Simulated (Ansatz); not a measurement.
InAs (zinc blende, F-43m) under volume change, PBE in the plane-wave PAW code Ansatz, scaled uniformly.

```
V (Å³/atom)  E − E(relaxed) (meV/atom)  P (GPa)
-----------  -------------------------  -------
26.933                            43.5     5.73
27.820                            18.2     3.48
28.708                             4.3     1.59
29.596                             0.0     0.00
30.484                             3.8    -1.33
31.372                            14.4    -2.45
32.260                            30.7    -3.39
```

### Question
What does a third-order Birch–Murnaghan fit give for V₀, B₀ and B′?

### Answer
V₀ = 29.60 Å³/atom, B₀ = 48.4 GPa, B′ = 4.8.

Symmetry was held in the PBE relaxation; phonons on a q-mesh show no instability.

Potentials: the later of the program's two PAW sets.
